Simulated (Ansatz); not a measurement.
Relaxed-ion elastic tensor of Rb (bcc (W type), Im-3m) in GPa (Voigt order), plane-wave PAW PBEsol (Ansatz code); density 1.64 g/cm³, 86.53 Å³ per atom.

|  | 1 | 2 | 3 | 4 | 5 | 6 |
|---|---|---|---|---|---|---|
| 1 | 3.2 | 2.7 | 2.7 | 0.0 | 0.0 | 0.0 |
| 2 | 2.7 | 3.2 | 2.7 | 0.0 | 0.0 | 0.0 |
| 3 | 2.7 | 2.7 | 3.2 | 0.0 | 0.0 | 0.0 |
| 4 | 0.0 | 0.0 | 0.0 | 2.1 | 0.0 | 0.0 |
| 5 | 0.0 | 0.0 | 0.0 | 0.0 | 2.1 | 0.0 |
| 6 | 0.0 | 0.0 | 0.0 | 0.0 | 0.0 | 2.1 |

**Question.** Is the crystal mechanically stable?

**Answer.** Yes: the smallest eigenvalue of C is 0.5 GPa.

**Question.** Work out the Voigt, Reuss and Hill averages.

**Answer.** K_V = 2.9, K_R = 2.9, K_H = 2.9; G_V = 1.4, G_R = 0.5, G_H = 0.9 GPa.

**Question.** Give Young's modulus, Poisson's ratio, Pugh's ratio and the universal anisotropy index.

**Answer.** E = 9KG/(3K + G) = 2.5 GPa; ν = 0.35; K/G = 3.09 (ductile by the Pugh limit of 1.75); A_U = 5G_V/G_R + K_V/K_R − 6 = 8.62.

**Question.** Estimate the sound speeds and the Debye temperature.

**Answer.** v_l = √((K + 4G/3)/ρ) = 1590 m/s, v_t = √(G/ρ) = 756 m/s, mean 850 m/s; Θ = (h/k)(3n/4πV)^(1/3) v_m = 57.2 K.

**Question.** Give the Zener ratio and Young's modulus along [100], [110] and [111].

**Answer.** A = 2C44/(C11 − C12) = 9.08; 1/E = S11 − 2(S11 − S12 − S44/2)Γ with Γ = 0, 1/4, 1/3 gives 0.7, 2.0, 5.1 GPa.

The cell was relaxed with PBEsol under the symmetry of its start. As this level gives no gap, shear constants depend on the k-mesh and smearing (Fermi–Dirac, 0.1 eV here).

Potentials: the earlier of the program's two PAW sets. The files were generated under PBE; for other functionals the program regenerates the frozen cores, and for LDA and PBEsol the local potential too.
